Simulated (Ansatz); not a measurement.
Run on fcc Ni (110), 3 layers: DFT, PBE, all-electron LAPW, scalar-relativistic (Ansatz 0.2.0).

The slab is cut from a bulk crystal relaxed on PAW files (its atoms may have been relaxed since).

Command: `ansatz run input.yaml --threads 2 --pin off --max-ram 6144MiB --backend cpu --events-out ev --progress --plain --runs-dir out` It took 4.1 min on 2 threads of Arm Neoverse V1, on a shared host, peak memory 0.94 GiB.

```yaml
crystal:
  lattice:
    - [2.4880368655, 0.0, 0.0]
    - [0.0, 3.5186154789, 0.0]
    - [0.0, 0.0, 18.488]
  atoms:
    - { symbol: Ni, position: [0.0, 0.0, 0.4327121142], spin: 1.0 }
    - { symbol: Ni, position: [0.5, 0.5, 0.5], spin: 1.0 }
    - { symbol: Ni, position: [0.0, 0.0, 0.5672878858], spin: 1.0 }
magnetization:
  spin_polarized: true
kpoints:
  mp_grid: { grid: [15, 10, 1] }
scf:
  occupations: { method: fermi_dirac, width: 0.05 }
hamiltonian:
  xc: pbe
  pseudopotentials: { kind: all_electron, lapw: { basis_error: 0.001 } }
output:
  forces: true
  stress: true
  eigenvalues: true
  populations: true
  dos: { projected: true, de: 0.2, e_range: [-14, 8] }
efield:
  axis: 3
  amplitude: 0
  dipole_correction: true
```

Output:

```
Ni: projections on atomic orbitals take those of the free atom 1s2 2s2 2p6 3s2 3p6 3d8 4s2, of charge +0.00 (hamiltonian.pseudopotentials.projection_atoms)
LAPW: plane waves up to 9.027 Å⁻¹, error target 1.0e-3 eV per atom; small_component_spin mean_spin; Ni in spheres of 1.244 Å, 18 of its electrons in bands, Dirac shells [] (how accurate: hamiltonian.pseudopotentials.lapw.basis_error, Limitations)
Engine: ansatz 0.2.0
Pseudopotentials: kind: all_electron
Pseudopotential: Ni, LAPW, valence charge 18, lapw/all_electron/scalar/gaussian/Ni, Koelling and Harmon's equation, gaussian nucleus
Functional definition: PBE
  parameter kappa = 0.804
  parameter beta = 0.06672455060314922
  exchange = pbe_x(kappa = kappa, mu = beta*pi^2/3)
  correlation = pbe_c(beta = beta)
Crystal: 3 atoms, lattice volume = 161.852 Å³
Basis set: ecut = 310.46130163283925 eV, 2025 PW (Γ), exchange–correlation at level 2
Bands: 35, of which v1, the nominal top of the filled ones, is band 27 counted from 1 (26 counted from 0)
Symmetry: 4 space group operations
k-points: 48 of 150
Non-local potential: Ni, projectors of the file, none
Initial density: superposition of atomic densities (neutral atoms: chi_scale 0, normalization atom)
Starting moments: Σ|m| = 3 μB on 3 of 3 sites
Initial wavefunctions: plane waves of lowest kinetic energy (no species holds an atomic orbital)
Functional: x = pbe(κ = 0.804, μ = 0.2195149727645171), c = pbe(β = 0.06672455060314922)
iter 1 solved again at ethr=9.47e-3 eV; its pass at ethr=1.00e-1 eV (dr2=5.11e0 eV) is discarded
SCF iter   1: F=—  HF=-124146.938567 eV  |F-HF|=—  |Δ(HF+E_count)|=         —  Δρ=1.60e-2 (↑8.34e-3 ↓1.60e-2)  dr2=5.13e0  dr2_m=7.43e-2  M=2.134 μB ∫|m|=2.258 μB  β_m=1.00  ethr=9.47e-3  p=-0.000 e·Å  D=-7.62e-15 V/Å  ΔV_dip=0.00 eV  dr2_dipole=5.31e-22  V_vac-E_F(+/−)=8.02/8.02 eV  ⟨swp⟩=2.0  Hψ=21760  notcnv=0
Mixer restart at iter 1: flushing history
efield: sawtooth ramp at fractional position 0.9500 (placed from the atoms, in the widest stretch of the axis that holds none; the zero of the levels goes with the place), width 0.1000; the density the first Hamiltonian is built on has a dipole p = 0.000 e·Å; the dipole correction subtracts the counter field D = 8.09e-14 V/Å, which shifts the + side's vacuum level by -0.00 eV against the − side's; the planar-averaged density in the ramp window peaks in size at 4.2e-7 e/Å³
preconditioner: auto → LDOS  [metal: Δε(μ)=0.001 eV  Ē_g=7.485 eV  σ=0.050 eV  W_gap=0.01  n_scr=30 (ndim 8)  ℏωp=16.0 eV  f_vac=0.682  D(μ)=8.81/eV (n_scr^D=82)]
spin=Collinear: LDOS preconditioning applied to the charge; magnetization (m = ρ↑ − ρ↓) channel mixes plain (no charge-response kernel on spin).
SCF iter   2: F=—  HF=-124146.258308 eV  |F-HF|=—  |Δ(HF+E_count)|=   6.80e-1  Δρ=7.21e-3 (↑7.21e-3 ↓7.02e-3)  dr2=2.24e0  dr2_m=1.91e-3  M=2.241 μB ∫|m|=2.436 μB  β_m=0.33  ethr=9.47e-3  p=0.000 e·Å  D=1.25e-10 V/Å  ΔV_dip=-0.00 eV  dr2_dipole=7.98e-19  V_vac-E_F(+/−)=6.98/6.98 eV  ⟨swp⟩=2.2  Hψ=10019  notcnv=0
density mixer auto → msr1: a metal under ldos (density of states about μ 3.22 of a free-electron gas's, 30 screened modes)
SCF iter   3: F=—  HF=-124145.995549 eV  |F-HF|=—  |Δ(HF+E_count)|=   2.63e-1  Δρ=6.38e-3 (↑6.38e-3 ↓3.43e-3)  dr2=6.59e-1  dr2_m=9.77e-3  M=2.301 μB ∫|m|=2.527 μB  β_m=0.66  ethr=4.15e-3  p=-0.000 e·Å  D=-1.11e-7 V/Å  ΔV_dip=0.00 eV  dr2_dipole=7.79e-13  V_vac-E_F(+/−)=5.95/5.95 eV  ⟨swp⟩=2.6  Hψ=10123  notcnv=0
iter 4 solved again at ethr=7.12e-5 eV; its pass at ethr=1.22e-3 eV (dr2=3.84e-2 eV) is discarded
SCF iter   4: F=—  HF=-124146.020653 eV  |F-HF|=—  |Δ(HF+E_count)|=   2.51e-2  Δρ=1.54e-3 (↑1.54e-3 ↓1.12e-3)  dr2=3.80e-2  dr2_m=2.34e-4  M=2.382 μB ∫|m|=2.611 μB  β_m=0.73  ethr=7.12e-5  p=-0.000 e·Å  D=-8.79e-8 V/Å  ΔV_dip=0.00 eV  dr2_dipole=9.86e-15  V_vac-E_F(+/−)=4.78/4.78 eV  ⟨swp⟩=2.1  Hψ=17509  notcnv=0
SCF iter   5: F=—  HF=-124146.041414 eV  |F-HF|=—  |Δ(HF+E_count)|=         —  Δρ=4.30e-4 (↑3.29e-4 ↓4.30e-4)  dr2=1.89e-3  dr2_m=2.97e-5  M=2.416 μB ∫|m|=2.661 μB  β_m=0.66  ethr=7.03e-5  p=-0.000 e·Å  D=-8.86e-8 V/Å  ΔV_dip=0.00 eV  dr2_dipole=7.79e-13  V_vac-E_F(+/−)=4.47/4.47 eV  ⟨swp⟩=3.0  Hψ=10454  notcnv=0
the basis was enlarged: its passes take 1.7 MiB over the memory plan, 2 of 2 planned eigensolver slots
SCF iter   6: F=—  HF=-124146.040957 eV  |F-HF|=—  |Δ(HF+E_count)|=   4.57e-4  Δρ=3.43e-4 (↑3.39e-4 ↓3.43e-4)  dr2=1.07e-3  dr2_m=2.29e-5  M=2.409 μB ∫|m|=2.656 μB  β_m=0.69  ethr=3.50e-6  p=-0.000 e·Å  D=-3.28e-8 V/Å  ΔV_dip=0.00 eV  dr2_dipole=1.38e-15  V_vac-E_F(+/−)=4.47/4.47 eV  ⟨swp⟩=3.0  Hψ=10027  notcnv=0
SCF iter   7: F=—  HF=-124146.041335 eV  |F-HF|=—  |Δ(HF+E_count)|=   3.78e-4  Δρ=3.09e-4 (↑2.89e-4 ↓3.09e-4)  dr2=1.43e-3  dr2_m=4.16e-6  M=2.408 μB ∫|m|=2.660 μB  β_m=0.75  ethr=1.97e-6  p=-0.000 e·Å  D=-1.69e-8 V/Å  ΔV_dip=0.00 eV  dr2_dipole=1.51e-15  V_vac-E_F(+/−)=4.49/4.49 eV  ⟨swp⟩=2.6  Hψ=9465  notcnv=0
SCF iter   8: F=—  HF=-124146.041643 eV  |F-HF|=—  |Δ(HF+E_count)|=   3.08e-4  Δρ=2.40e-4 (↑2.20e-4 ↓2.40e-4)  dr2=6.75e-4  dr2_m=6.93e-7  M=2.410 μB ∫|m|=2.664 μB  β_m=0.82  ethr=1.97e-6  p=-0.000 e·Å  D=-2.18e-8 V/Å  ΔV_dip=0.00 eV  dr2_dipole=1.66e-13  V_vac-E_F(+/−)=4.48/4.48 eV  ⟨swp⟩=2.0  Hψ=9400  notcnv=0
SCF iter   9: F=—  HF=-124146.041880 eV  |F-HF|=—  |Δ(HF+E_count)|=   2.37e-4  Δρ=1.38e-4 (↑1.38e-4 ↓1.16e-4)  dr2=2.14e-4  dr2_m=7.56e-7  M=2.410 μB ∫|m|=2.666 μB  β_m=0.80  ethr=1.25e-6  p=0.000 e·Å  D=4.61e-8 V/Å  ΔV_dip=-0.00 eV  dr2_dipole=1.62e-12  V_vac-E_F(+/−)=4.49/4.49 eV  ⟨swp⟩=2.0  Hψ=9360  notcnv=0
SCF iter  10: F=—  HF=-124146.041978 eV  |F-HF|=—  |Δ(HF+E_count)|=   9.80e-5  Δρ=6.94e-5 (↑4.21e-5 ↓6.94e-5)  dr2=6.11e-5  dr2_m=5.81e-7  M=2.410 μB ∫|m|=2.665 μB  β_m=0.84  ethr=3.96e-7  p=-0.000 e·Å  D=-3.83e-8 V/Å  ΔV_dip=0.00 eV  dr2_dipole=1.80e-12  V_vac-E_F(+/−)=4.50/4.50 eV  ⟨swp⟩=2.3  Hψ=9432  notcnv=0
SCF iter  11: F=—  HF=-124146.041986 eV  |F-HF|=—  |Δ(HF+E_count)|=   8.20e-6  Δρ=2.74e-5 (↑1.90e-5 ↓2.74e-5)  dr2=1.25e-5  dr2_m=1.12e-7  M=2.410 μB ∫|m|=2.665 μB  β_m=0.92  ethr=1.13e-7  p=0.000 e·Å  D=4.16e-8 V/Å  ΔV_dip=-0.00 eV  dr2_dipole=5.57e-13  V_vac-E_F(+/−)=4.50/4.50 eV  ⟨swp⟩=2.0  Hψ=9350  notcnv=0
SCF iter  12: F=—  HF=-124146.041995 eV  |F-HF|=—  |Δ(HF+E_count)|=   8.38e-6  Δρ=1.12e-5 (↑3.15e-6 ↓1.12e-5)  dr2=6.37e-7  dr2_m=3.16e-8  M=2.410 μB ∫|m|=2.665 μB  β_m=0.93  ethr=2.31e-8  p=-0.000 e·Å  D=-1.20e-7 V/Å  ΔV_dip=0.00 eV  dr2_dipole=8.77e-12  V_vac-E_F(+/−)=4.50/4.50 eV  ⟨swp⟩=2.9  Hψ=9597  notcnv=0
SCF iter  13: F=—  HF=-124146.041996 eV  |F-HF|=—  |Δ(HF+E_count)|=   7.60e-7  Δρ=5.60e-6 (↑1.89e-6 ↓5.60e-6)  dr2=1.32e-7  dr2_m=8.30e-9  M=2.410 μB ∫|m|=2.665 μB  β_m=0.97  ethr=1.18e-9  p=0.000 e·Å  D=1.46e-7 V/Å  ΔV_dip=-0.00 eV  dr2_dipole=1.24e-11  V_vac-E_F(+/−)=4.50/4.50 eV  ⟨swp⟩=2.7  Hψ=9448  notcnv=0
SCF iter  14: F=—  HF=-124146.041996 eV  |F-HF|=—  |Δ(HF+E_count)|=   2.95e-7  Δρ=1.83e-6 (↑6.81e-7 ↓1.83e-6)  dr2=1.13e-8  dr2_m=1.42e-9  M=2.410 μB ∫|m|=2.665 μB  β_m=0.97  ethr=2.44e-10  p=-0.000 e·Å  D=-4.01e-7 V/Å  ΔV_dip=0.00 eV  dr2_dipole=9.03e-11  V_vac-E_F(+/−)=4.50/4.50 eV  ⟨swp⟩=3.0  Hψ=10089  notcnv=0
[... lines left out ...]
Per-site moments (μB) at R_I (Å): [(0.8603476876399441, 1.2440184141330721), (0.7232144859322069, 1.2440184141330721), (0.8603420795128347, 1.2440184141330721)]
Free energy (F): -124146.041996 eV
Harris-Foulkes:  -124146.041996 eV  (|F-HF|=2.93e-8)
Internal energy: -124145.983385 eV  (E = F + TS)
E sigma→0 (E₀):  -124146.012690 eV
Entropy (-TS):   -0.058611 eV (-19.537 meV/atom)
Fermi energy:    0.176773 eV
Dipole field:    D = -0.000001 V/Å  (p = -0.000001 e·Å, saw-weighted, corrected)
Work function:   Φ+ = 4.4958 eV   Φ− = 4.4958 eV
Levels:          The Fermi level and band energies are counted from a zero that moves with the ramp; work functions are not
--- Per-component energies (eV) ---
  E_band       = -1806.972623
  E_kinetic    = 126126.687316
  E_xc         = -5188.834914
  E_efield     = 0.000000  (sawtooth field / dipole correction)
  E_electrostatic = -245083.835787  (all electrons and nuclei)
  E_smearing   = -0.058611  (= −TS)
  E_closure    = 0.000000  (closes the sum)
  E_atoms      = -124127.267711  (free atoms, spherical and without spin; not in F)
  Σ components = -124146.041996   (vs F -124146.041996, Δ=0.00e0)
  Basis errors (estimates in eV, not in F): energy 4.0e-4 per atom: plane waves 3.6e-4 (2.1e-4 summed), levels above the bands 5.1e-60, relativity 3.3e-8, radial functions 3.6e-5, core shells 1.3e-9; eigenvalues (radial functions only) 7.1e-7; not estimated: angular momenta, meshes, grids; target (lapw.basis_error) 1.0e-3; muffin-tin radii Ni 1.244 Å
--- Forces (eV/Å), atoms counted from 1 ---
  atom   1  Ni     0.00000000     0.00000000     0.86929262
  atom   2  Ni     0.00000000    -0.00000000    -0.00002180
  atom   3  Ni     0.00000000    -0.00000000    -0.86924881
  max |Σ_I F_I| component: 2.20e-5 eV/Å
--- Stress (GPa, compression-positive) ---
       -2.639468      -0.000000       0.000000
       -0.000000      -3.095926      -0.000000
        0.000000      -0.000000      -2.140124
  P = ⅓ Tr σ = -2.6252 GPa (-26.252 kbar)
--- Band table (eV; the first three rows and the last of 96) ---
  k-point 0 ↑: bands = ["-103.4511", "-103.2240", "-103.2195", "-63.9407", "-63.8673", "-63.6433", "-63.6404", "-63.6165", "-63.6152", "-63.5688", "-63.5542", "-63.5458", "-7.0735", "-3.7832", "-3.7361", "-3.2171", "-2.3520", "-2.3262", "-2.1317", "-1.9659", "-1.9197", "-1.2124", "-1.1573", "-1.0561", "-1.0181", "-0.9531", "-0.8760", "-0.5456", "-0.4756", "1.3631", "4.0546", "4.5591", "4.9214", "5.8991", "5.9189"]
  k-point 1 ↑: bands = ["-103.4510", "-103.2241", "-103.2195", "-63.9408", "-63.8670", "-63.6454", "-63.6393", "-63.6168", "-63.6152", "-63.5727", "-63.5482", "-63.5471", "-6.9530", "-3.7849", "-3.7330", "-3.1747", "-2.3212", "-2.2431", "-2.2137", "-1.9227", "-1.9085", "-1.2967", "-1.1375", "-1.0539", "-1.0285", "-0.8847", "-0.8767", "-0.5371", "-0.4865", "1.4440", "4.0838", "4.1561", "4.6779", "5.9953", "6.0136"]
  k-point 2 ↑: bands = ["-103.4507", "-103.2243", "-103.2195", "-63.9409", "-63.8662", "-63.6508", "-63.6364", "-63.6176", "-63.6152", "-63.5776", "-63.5506", "-63.5381", "-6.5995", "-3.7920", "-3.7457", "-3.0533", "-2.3974", "-2.2468", "-1.9295", "-1.8920", "-1.8746", "-1.4337", "-1.0996", "-1.0888", "-1.0520", "-0.8607", "-0.7662", "-0.5122", "-0.5088", "1.6872", "2.5226", "4.4001", "5.0312", "5.7846", "6.3482"]
  k-point 47 ↓: bands = ["-102.5174", "-102.1736", "-102.1679", "-63.0346", "-62.9805", "-62.8343", "-62.7006", "-62.6919", "-62.5909", "-62.5688", "-62.5656", "-62.5321", "-3.2434", "-2.7298", "-2.4677", "-2.0903", "-1.7369", "-1.7057", "-1.6183", "-0.7866", "-0.7488", "-0.7201", "-0.1539", "-0.1110", "0.3153", "0.4827", "0.5505", "1.9210", "2.5040", "5.7684", "6.7777", "7.4083", "7.6942", "8.1628", "9.0491"]
--- Löwdin populations: 3 sites ---
  site symbol       q [e]    m [muB]
     0     Ni     27.8011     0.8861
     1     Ni     27.7990     0.7335
     2     Ni     27.8011     0.8861
  spilling = 0.007129 (of n_electrons = 84.000000)
```

populations.tsv:

```
# site	symbol	l	j	q_up	q_dn
# orbitals = lowdin
# n_electrons = 84.000000
# spilling = 0.007129
# projection_atom_Ni: 1s2 2s2 2p6 3s2 3p6 3d8 4s2
0	Ni	0_1S	-	0.999998	0.999998
0	Ni	0_2S	-	0.999877	0.999878
0	Ni	0_3S	-	0.996991	0.997047
0	Ni	0_4S	-	0.503784	0.480926
0	Ni	1_2P	-	2.999999	2.999998
0	Ni	1_3P	-	2.999315	2.999127
0	Ni	2_3D	-	4.843653	3.980509
1	Ni	0_1S	-	0.999996	0.999996
1	Ni	0_2S	-	0.999810	0.999810
1	Ni	0_3S	-	0.995222	0.995276
1	Ni	0_4S	-	0.495000	0.498743
1	Ni	1_2P	-	2.999999	2.999999
1	Ni	1_3P	-	2.999486	2.999405
1	Ni	2_3D	-	4.776716	4.039505
2	Ni	0_1S	-	0.999998	0.999998
2	Ni	0_2S	-	0.999877	0.999878
2	Ni	0_3S	-	0.996991	0.997047
2	Ni	0_4S	-	0.503782	0.480924
2	Ni	1_2P	-	2.999999	2.999998
2	Ni	1_3P	-	2.999315	2.999127
2	Ni	2_3D	-	4.843654	3.980516
```

Next run (atoms relaxed), as changes to the input before:

```diff
   atoms:
-    - { symbol: Ni, position: [0.0, 0.0, 0.4327121142], spin: 1.0 }
-    - { symbol: Ni, position: [0.5, 0.5, 0.5], spin: 1.0 }
-    - { symbol: Ni, position: [0.0, 0.0, 0.5672878858], spin: 1.0 }
+    - { symbol: Ni, position: [0.0, 0.0, 0.4376885798], spin: 1.0 }
+    - { symbol: Ni, position: [0.5, 0.5, 0.5000000068], spin: 1.0 }
+    - { symbol: Ni, position: [0.0, 0.0, 0.5623114134], spin: 1.0 }
 magnetization:
   eigenvalues: true
-  populations: true
-  dos: { projected: true, de: 0.2, e_range: [-14, 8] }
+relax:
+  f_tol: 0.01
+  max_steps: 12
 efield:
```

Command: `ansatz run input.yaml --threads 2 --pin off --max-ram 6144MiB --backend cpu --events-out ev --progress --plain --runs-dir out` It took 6.5 min on 2 threads of Arm Neoverse V1, with other jobs on the host, peak memory 2.9 GiB.

Results part of the output:

```
SCF converged after 2 iterations
Stability not checked: this state was not tested for a lower state beside it, because the mixer in use, unlike msr1, does not test its closes by its own steps (another_mixer; see scf.mixing.algorithm and scf.lower_state_search)
Magnetization: 2.3303 μB (28.1651 up, 25.8349 down)
Absolute magnetization: 2.5791 μB (∫|ρ↑−ρ↓|)
Spin contamination: 0.0297 ħ² per cell (⟨S²⟩ above its minimum at these occupations)
Per-site moments (μB) at R_I (Å): [(0.8362947194643287, 1.1174530529330977), (0.6974153908437106, 1.1174530529330977), (0.8362958247024945, 1.1174530529330977)]
Free energy (F): -124146.133798 eV
Harris-Foulkes:  -124146.133798 eV  (|F-HF|=1.08e-9)
Internal energy: -124146.087275 eV  (E = F + TS)
E sigma→0 (E₀):  -124146.110536 eV
Entropy (-TS):   -0.046523 eV (-15.508 meV/atom)
Fermi energy:    0.227104 eV
Dipole field:    D = -0.000000 V/Å  (p = -0.000000 e·Å, saw-weighted, corrected)
Work function:   Φ+ = 4.4237 eV   Φ− = 4.4237 eV
Levels:          The Fermi level and band energies are counted from a zero that moves with the ramp; work functions are not
--- Per-component energies (eV) ---
  E_band       = -1808.508134
  E_kinetic    = 126131.403464
  E_xc         = -5189.972383
  E_efield     = 0.000000  (sawtooth field / dipole correction)
  E_electrostatic = -245087.518356  (all electrons and nuclei)
[... lines left out ...]
--- Forces (eV/Å), atoms counted from 1 ---
  atom   1  Ni     0.00000000    -0.00000000    -0.00299814
  atom   2  Ni     0.00000000    -0.00000000    -0.00000104
  atom   3  Ni     0.00000000     0.00000000     0.00300304
  max |Σ_I F_I| component: 3.86e-6 eV/Å
--- Stress (GPa, compression-positive) ---
       -1.815190      -0.000000       0.000000
       -0.000000      -1.406509      -0.000000
        0.000000      -0.000000       0.007942
  P = ⅓ Tr σ = -1.0713 GPa (-10.713 kbar)
--- Band table (eV; the first three rows and the last of 96) ---
  k-point 0 ↑: bands = ["-103.3937", "-103.2351", "-103.2224", "-63.8880", "-63.7931", "-63.7353", "-63.6348", "-63.5831", "-63.5782", "-63.5761", "-63.5542", "-63.5405", "-7.2494", "-3.8937", "-3.7178", "-3.3453", "-2.3128", "-2.2873", "-2.2609", "-2.0220", "-1.9166", "-1.2260", "-1.2069", "-1.1713", "-0.9438", "-0.9393", "-0.8264", "-0.4763", "-0.3077", "1.5881", "4.1870", "4.5575", "4.8002", "5.8923", "6.0689"]
  k-point 1 ↑: bands = ["-103.3935", "-103.2353", "-103.2224", "-63.8889", "-63.7925", "-63.7323", "-63.6365", "-63.5847", "-63.5837", "-63.5782", "-63.5440", "-63.5428", "-7.1289", "-3.8866", "-3.7367", "-3.3112", "-2.4188", "-2.2733", "-2.1152", "-2.0238", "-1.8539", "-1.2857", "-1.2097", "-1.1968", "-0.9772", "-0.8345", "-0.7978", "-0.4692", "-0.3296", "1.6630", "3.9930", "4.2900", "4.6757", "6.0054", "6.1452"]
  k-point 2 ↑: bands = ["-103.3928", "-103.2359", "-103.2224", "-63.8911", "-63.7909", "-63.7245", "-63.6414", "-63.5953", "-63.5853", "-63.5782", "-63.5492", "-63.5286", "-6.7759", "-3.8946", "-3.7798", "-3.2110", "-2.5788", "-2.2061", "-2.0271", "-1.8208", "-1.7332", "-1.4516", "-1.1719", "-1.1601", "-1.0613", "-0.7259", "-0.6900", "-0.4428", "-0.3866", "1.8844", "2.4674", "4.5555", "5.0278", "5.9386", "6.3364"]
  k-point 47 ↓: bands = ["-102.5076", "-102.2108", "-102.1953", "-63.0282", "-62.9873", "-62.8282", "-62.7135", "-62.7029", "-62.6846", "-62.5929", "-62.5910", "-62.5527", "-3.4434", "-2.8946", "-2.7640", "-2.0364", "-1.9116", "-1.7159", "-1.5774", "-0.9951", "-0.8149", "-0.7817", "-0.2020", "-0.0753", "0.3731", "0.4809", "0.6912", "1.8213", "2.4126", "6.0945", "6.8785", "7.5527", "7.8852", "8.2793", "9.2383"]
--- Relaxed structure (2 steps of the walk, 2 accepted, 0 SCFs on fresh bases) ---
  F+E_penalty+E_count = -124146.13379761 eV   max|allowed force component| = 3.002e-3 eV/Å
  atoms:
    - { symbol: Ni, position: [0.0, 0.0, 0.4376885798] }
    - { symbol: Ni, position: [0.5, 0.49999999999999994, 0.5000000068] }
    - { symbol: Ni, position: [0.0, 0.0, 0.5623114134] }
```

Next run (no images along the normal), as changes to the input before:

```diff
+  periodic: [true, true, false]
 magnetization:
   eigenvalues: true
-relax:
-  f_tol: 0.01
-  max_steps: 12
-efield:
-  axis: 3
-  amplitude: 0
-  dipole_correction: true
```

Results part of the output:

```
Warning: crystal.periodic: the lattice vector that does not repeat stood 0.000° off the slab's normal, 18.488 Å along it as the deck builds it. The run solves the slab on a vector along the normal, 28.408 Å long, with every atom where it was (on the deck's vector they left 16.18 Å outside them, and the widest stretch free of ions among them is 1.15 Å). A fractional position that the run reports is
SCF 1 converged in 13 iterations: F = -124146.133899 eV  dr2 = 1.61e-8
SCF converged after 13 iterations
Magnetization: 2.3303 μB (28.1651 up, 25.8349 down)
Absolute magnetization: 2.5791 μB (∫|ρ↑−ρ↓|)
Spin contamination: 0.0297 ħ² per cell (⟨S²⟩ above its minimum at these occupations)
Per-site moments (μB) at R_I (Å): [(0.8359384098363112, 1.1520134566320581), (0.6941932243361251, 1.1520134566320581), (0.8359384098363112, 1.1520134566320581)]
Free energy (F): -124146.133899 eV
Harris-Foulkes:  -124146.133899 eV  (|F-HF|=2.32e-8)
Internal energy: -124146.087377 eV  (E = F + TS)
E sigma→0 (E₀):  -124146.110638 eV
Entropy (-TS):   -0.046522 eV (-15.507 meV/atom)
Fermi energy:    -4.423651 eV
--- Per-component energies (eV) ---
  E_band       = -2059.648106
  E_kinetic    = 126131.388983
  E_xc         = -5189.970747
  E_electrostatic = -245087.505613  (all electrons and nuclei)
  E_smearing   = -0.046522  (= −TS)
  E_closure    = 0.000000  (closes the sum)
  E_atoms      = -124127.267711  (free atoms, spherical and without spin; not in F)
  Σ components = -124146.133899   (vs F -124146.133899, Δ=0.00e0)
  Basis errors (estimates in eV, not in F): energy 4.3e-4 per atom: plane waves 3.9e-4 (2.3e-4 summed), levels above the bands 1.9e-54, relativity 4.1e-8, radial functions 4.2e-5, core shells 3.4e-9; eigenvalues (radial functions only) 5.5e-7; not estimated: angular momenta, meshes, grids; target (lapw.basis_error) 1.0e-3; muffin-tin radii Ni 1.152 Å
--- Forces (eV/Å), atoms counted from 1 ---
  atom   1  Ni    -0.00000000     0.00000000    -0.00288718
  atom   2  Ni    -0.00000000     0.00000000     0.00000000
  atom   3  Ni     0.00000000     0.00000000     0.00288718
  max |Σ_I F_I| component: 9.46e-29 eV/Å
--- 2D stress c σ (N/m, compression-positive) ---
       -3.356397      -0.000000       0.000000
       -0.000000      -2.600615       0.000000
        0.000000       0.000000       0.000000
  P = ½ c Tr σ = -2.9785 N/m
--- Band table (eV; the first three rows and the last of 96) ---
  k-point 0 ↑: bands = ["-108.0444", "-107.8858", "-107.8731", "-68.5387", "-68.4438", "-68.3860", "-68.2855", "-68.2339", "-68.2290", "-68.2268", "-68.2049", "-68.1912", "-11.9002", "-8.5445", "-8.3686", "-7.9961", "-6.9634", "-6.9382", "-6.9116", "-6.6727", "-6.5673", "-5.8768", "-5.8577", "-5.8220", "-5.5946", "-5.5901", "-5.4770", "-5.1270", "-4.9584", "-3.0626", "-0.5044", "0.0406", "0.1495", "0.6116", "1.0661"]
  k-point 1 ↑: bands = ["-108.0442", "-107.8861", "-107.8731", "-68.5395", "-68.4432", "-68.3830", "-68.2872", "-68.2353", "-68.2345", "-68.2290", "-68.1948", "-68.1935", "-11.7797", "-8.5374", "-8.3874", "-7.9620", "-7.0695", "-6.9241", "-6.7659", "-6.6745", "-6.5047", "-5.9365", "-5.8605", "-5.8476", "-5.6279", "-5.4853", "-5.4485", "-5.1200", "-4.9804", "-2.9877", "-0.6578", "-0.3994", "0.1579", "0.7205", "1.1826"]
  k-point 2 ↑: bands = ["-108.0435", "-107.8867", "-107.8731", "-68.5418", "-68.4416", "-68.3751", "-68.2921", "-68.2460", "-68.2361", "-68.2290", "-68.1999", "-68.1793", "-11.4266", "-8.5454", "-8.4306", "-7.8618", "-7.2295", "-6.8569", "-6.6778", "-6.4716", "-6.3839", "-6.1024", "-5.8227", "-5.8109", "-5.7120", "-5.3767", "-5.3408", "-5.0936", "-5.0373", "-2.7663", "-2.1833", "-0.1232", "0.5070", "0.9504", "1.5274"]
  k-point 47 ↓: bands = ["-107.1583", "-106.8615", "-106.8460", "-67.6789", "-67.6380", "-67.4789", "-67.3643", "-67.3537", "-67.3354", "-67.2436", "-67.2417", "-67.2034", "-8.0942", "-7.5454", "-7.4148", "-6.6872", "-6.5624", "-6.3667", "-6.2281", "-5.6458", "-5.4657", "-5.4324", "-4.8528", "-4.7260", "-4.2776", "-4.1698", "-3.9596", "-2.8295", "-2.2382", "1.4437", "2.2278", "2.9019", "3.2343", "3.6284", "4.5875"]
  the weakly bound empty levels are not read free of the cell's end (augmented_plane_waves)
```

The magnetic state is the one reached from the start moments; other orders weren't searched.
